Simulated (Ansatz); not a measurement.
AlInAs₂:
```xyz
12
Lattice="4.1593 0.0000 0.0000 0.0000 4.1593 0.0000 0.0000 0.0000 17.7072" Properties=species:S:1:pos:R:3 pbc="T T T"
In     0.0000     0.0000    14.5379
As     2.0797     0.0000    16.1219
In     2.0797     2.0797     0.0000
As     0.0000     2.0797     1.5853
In     0.0000     0.0000     3.1693
As     2.0797     0.0000     4.7703
Al     2.0797     2.0797     6.1157
As     0.0000     2.0797     7.4850
Al     0.0000     0.0000     8.8536
As     2.0797     0.0000    10.2223
Al     2.0797     2.0797    11.5915
As     0.0000     2.0797    12.9369
```

Relaxed with r²SCAN. Special points in fractions of this cell's reciprocal vectors: Γ (0.000, 0.000, 0.000); X (0.000, 0.500, 0.000); M (0.500, 0.500, 0.000); Z (0.000, 0.000, 0.500); R (0.000, 0.500, 0.500); A (0.500, 0.500, 0.500).

Problem. List the band energies nearest the valence-band maximum at these points for r²SCAN in the plane-wave PAW code Ansatz.

Solution. In eV from the valence-band maximum; about four levels below and three above (degenerate sets whole), none deeper than 8.9 eV; points with the same levels are listed once.

| k | below | above |
|---|---|---|
| Γ | -0.82 -0.82 -0.22 0.00 0.00 | 1.03 1.53 1.96 |
| X | -1.48 -0.75 -0.65 -0.65 | 2.07 2.10 2.27 |
| M | -2.46 -2.39 -2.39 -2.33 | 1.71 1.71 2.15 |
| Z | -0.52 -0.52 -0.11 -0.11 | 1.43 1.77 1.92 |
| R | -1.02 -0.75 -0.65 -0.65 | 1.62 1.75 2.82 |
| A | -2.57 -2.57 -2.53 -2.53 -2.51 | 2.13 2.13 2.25 2.25 |

Space group P-4m2. The start of the workflow was typed in or built on a structure type; neither database checked (COD, Materials Project) lists it. Its standing as an ambient phase is unchecked. Symmetry was held in the r²SCAN relaxation; whether a distortion lowers the energy is not shown. Spin–orbit coupling is left out wherever it is not named.

Potentials: the earlier of the program's two PAW sets. The files were generated under PBE; for other functionals the program regenerates the frozen cores, and for LDA and PBEsol the local potential too.
